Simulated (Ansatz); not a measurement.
Ta3Si in space group Fm-3m (No. 225; Si on 4a, Ta on 4b, Ta on 8c) at seven volumes, the program Ansatz at the PBE level (PAW), scaled uniformly. One row is withheld.

| V (Å³/atom) | P (GPa) |
|---|---|
| 15.337 | 22.25 |
| 15.843 | 13.66 |
| 16.348 | ? |
| 16.854 | 0.00 |
| 17.360 | -5.40 |
| 17.865 | -9.84 |
| 18.371 | -13.72 |

Fit the shown pressures and predict the withheld one.

P = (3/2)B₀(x^(7/2) − x^(5/2))[1 + (3/4)(B′ − 4)(x − 1)] with x = (V₀/V)^(2/3). Least squares on the six rows gives V₀ = 16.854 Å³/atom, B₀ = 192 GPa, B′ = 4.37. At V = 16.348, x = 1.0205 and P = 6.26 GPa. The run itself gave 6.29 GPa.

A made-up cell: these elements were put on the sites of a structure type; neither database checked (COD, Materials Project) lists it. Whether it is the stable phase at ambient conditions was not checked. The PBE relaxation kept the symmetry of its start; its stability against distortions is not shown here. The run is not spin-polarised. Spin–orbit coupling is left out wherever it is not named.

Potentials: the later of the program's two PAW sets.
